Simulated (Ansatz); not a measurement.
**Ni: converged, but where?**

System: Ni, a measured crystal structure (space group Fm-3m, primitive cell doubled); the cell holds 2 atoms. Source: COD entry 2100652, which need not be the ambient phase.

Computed with DFT, PBE, PAW, plane waves, scalar-relativistic (Ansatz).

```yaml
crystal:
  lattice:
    - [-1.76993333, -1.76993333, -3.53986667]
    - [1.76993333, -1.76993333, 0.0]
    - [-1.76993333, -1.76993333, 0.0]
  atoms:
    - { symbol: Ni, position: [0.0, 0.0, 0.0], spin: 2.8 }
    - { symbol: Ni, position: [0.5, 0.5, 0.0], spin: -2.8 }
magnetization:
  spin_polarized: true
hamiltonian:
  xc: pbe
  pseudopotentials: { kind: paw }
basis:
  ecutwfc: 420
kpoints:
  mp_grid: { grid: [7, 10, 12] }
scf:
  occupations: { method: fermi_dirac, width: 0.1 }
  lower_state_search: "off"
output:
  forces: true
  stress: true
```

It took 3.4 s on 2 threads of x86-64 server CPU (shared host), peak memory 0.5 GiB.

The end of the output:

```
SCF converged after 23 iterations
Magnetization: 0.0000 μB (18.0000 up, 18.0000 down)
Absolute magnetization: 0.0000 μB (∫|ρ↑−ρ↓|, with the PAW one-centre terms)
Spin contamination: 0.0000 ħ² per cell (⟨S²⟩ above its minimum at these occupations)
Per-site moments (μB) at R_I (Å): [(-2.0751e-6, 1.0325), (2.0751e-6, 1.0325)]
Free energy (F): -11679.420364 eV
Harris-Foulkes:  -11679.420364 eV  (|F-HF|=6.55e-11)
Internal energy: -11679.243583 eV  (E = F + TS)
E sigma→0 (E₀):  -11679.331973 eV
Entropy (-TS):   -0.176781 eV (-88.390 meV/atom)
Fermi energy:    17.586256 eV
--- Forces (eV/Å), atoms counted from 1 ---
  atom   1  Ni    -0.00000000     0.00000000     0.00000000
  atom   2  Ni     0.00000000    -0.00000000     0.00000000
--- Stress (GPa, compression-positive) ---
       -4.185130       0.028120      -0.027585
        0.028120      -4.185130      -0.027585
       -0.027585      -0.027585      -3.817896
  P = ⅓ Tr σ = -4.0627 GPa (-40.627 kbar)
```

The mesh is too coarse to rank close states of a metal with certainty: differences of some tens of meV/atom may change, at times in sign. The mesh has less symmetry than the lattice, which lowers the symmetry of the run.

A small moment in a metal is sensitive to the mesh and the smearing.

Site moments are taken inside atomic spheres and don't add up to the total.

Q: The run converged. Is this the lowest state of the cell, and if not, what lies lower and how is it reached?

A: No, on this mesh. A state 36.7 meV/atom (0.073 eV per cell) lower exists in this cell: ferromagnetic, site moments Ni1 -0.69, Ni2 -0.69 μB, total -1.29 μB per cell, no gap on the k-mesh. It was reached from: parallel moments, default search for lower states [Ni1 2.00, Ni2 2.00 μB]; the moments in brackets, symmetry off, default search [Ni1 2.00, Ni2 -2.00 μB]. The wrong state matters: the pressure is -3.0 GPa there against -4.1 GPa here. This multiple of the primitive cell fits some opposed orders; other multiples fit others. Only collinear orders within this cell were tried; the true ground state may need a larger cell.
